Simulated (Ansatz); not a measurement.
MgC8, first-principles data

MgC₈:
```yaml
crystal:
  lattice:
    - [5.01712, 0.00000, 0.00000]
    - [-2.50856, 4.34496, 0.00000]
    - [0.00000, 0.00000, 3.67869]
  atoms:
    - { symbol: C, position: [0.16886, 0.33771, 0.00000] }
    - { symbol: C, position: [0.16886, 0.83114, 0.00000] }
    - { symbol: C, position: [0.66667, 0.33333, 0.00000] }
    - { symbol: C, position: [0.66229, 0.83114, 0.00000] }
    - { symbol: C, position: [0.33771, 0.16886, 0.00000] }
    - { symbol: C, position: [0.33333, 0.66667, 0.00000] }
    - { symbol: C, position: [0.83114, 0.16886, 0.00000] }
    - { symbol: C, position: [0.83114, 0.66229, 0.00000] }
    - { symbol: Mg, position: [0.00000, 0.00000, 0.50000] }
```

Space group P6/mmm (No. 191); conventional cell a = 5.0171 Å, b = 5.0171 Å, c = 3.6787 Å, α = 90.00°, β = 90.00°, γ = 120.00°.

Method: PBE+D3(BJ) in the plane-wave PAW code Ansatz. The cell and atoms are relaxed at this level. Other levels are named where they apply.

Cell and energy:

```json
{
  "volume_per_atom": "8.91 Å³",
  "density": "2.49 g/cm³",
  "Formation energy from the elements (no fitted shifts)": "0.21 eV/atom"
}
```

Electronic structure:

```json
{
  "electronic_character": "metallic (no gap)",
  "Density of states at the Fermi level": "0.18 states/eV per atom (mean over ±0.08 eV)"
}
```

Mechanics:

```json
{
 "Elastic constants (relaxed ions, GPa)": "C11 = 888, C12 = 134, C13 = 28.4, C33 = 102, C44 = 21.6",
 "mechanical_stability": "stable (all eigenvalues of C positive)"
}
```

Phonons:

```json
{
 "highest_zone_centre_frequency": "1395 cm⁻¹",
 "zone_centre_stability": "no imaginary mode at Γ"
}
```

A made-up cell: these elements were put on the sites of a structure type; neither database checked (COD, Materials Project) lists it. Its standing as an ambient phase is unchecked. The cell was relaxed with PBE+D3(BJ) under the symmetry of its start. As this level gives no gap, shear constants depend on the k-mesh and smearing (Fermi–Dirac, 0.1 eV here). As this level gives no gap, phonon frequencies hold no LO–TO term and depend on the k-mesh and smearing (Fermi–Dirac, 0.1 eV here). The references are the lowest solids computed at this level, not always the standard phases.

Potentials: the later of the program's two PAW sets.
